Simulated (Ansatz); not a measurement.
Ti in space group P6/mmm (No. 191; Ti on 1a, Ti on 2d), a = b = 4.5601 Å, c = 2.8199 Å, α = β = 90.00°, γ = 120.00°.

Relaxed with r²SCAN+D4.

Which orbitals make up the states near the Fermi level in plane-wave PAW r²SCAN+D4 (Ansatz code)?

Within 0.5 eV of the Fermi level: Ti 3d 89 %, outside the projected shells 5 %. Projections are on Löwdin-orthogonalised atomic valence shells; empty p or d shells of many metals are not among them.

Tabulate the density of states.

States/eV per cell of 3 atoms, in 0.25 eV bins, energy from the Fermi level.

```tsv
E (eV)	total	Ti 3d	Ti 4s	Ti 3p
-6.70	0.00	0.00	0.00	0.00
-6.45	0.07	0.00	0.06	0.00
-6.20	0.15	0.00	0.12	0.00
-5.95	0.20	0.00	0.16	0.00
-5.70	0.25	0.00	0.21	0.00
-5.45	0.29	0.00	0.25	0.01
-5.20	0.34	0.01	0.29	0.01
-4.95	0.39	0.02	0.33	0.01
-4.70	0.44	0.03	0.37	0.01
-4.45	0.51	0.04	0.42	0.01
-4.20	0.60	0.07	0.49	0.02
-3.95	0.66	0.10	0.51	0.02
-3.70	0.70	0.14	0.52	0.02
-3.45	0.91	0.23	0.63	0.02
-3.20	1.11	0.38	0.69	0.02
-2.95	1.58	0.73	0.79	0.02
-2.70	2.80	1.83	0.89	0.03
-2.45	2.16	1.42	0.67	0.02
-2.20	3.45	2.65	0.70	0.03
-1.95	3.18	2.66	0.42	0.02
-1.70	4.59	4.05	0.35	0.04
-1.45	2.93	2.66	0.14	0.02
-1.20	4.65	4.26	0.14	0.03
-0.95	4.83	4.32	0.14	0.03
-0.70	5.17	4.57	0.14	0.03
-0.45	3.54	3.17	0.13	0.02
-0.20	1.88	1.56	0.14	0.01
0.05	2.58	2.30	0.13	0.01
0.30	4.49	4.06	0.22	0.02
0.55	4.61	4.19	0.21	0.01
0.80	4.73	4.32	0.15	0.01
1.05	6.27	5.89	0.14	0.02
1.30	8.19	7.72	0.16	0.02
1.55	3.64	3.43	0.09	0.01
1.80	3.50	3.36	0.07	0.00
```

This is a known high-pressure phase of the composition, computed here at zero pressure and temperature. The r²SCAN+D4 relaxation kept the symmetry of its start; whether a distortion lowers the energy is not shown. The run is not spin-polarised. The pairwise dispersion correction was not fitted to metals. Axis ratios of metals converge slowly with the k-mesh, so a and c are less sure than the volume.

Potentials: the later of the program's two PAW sets.
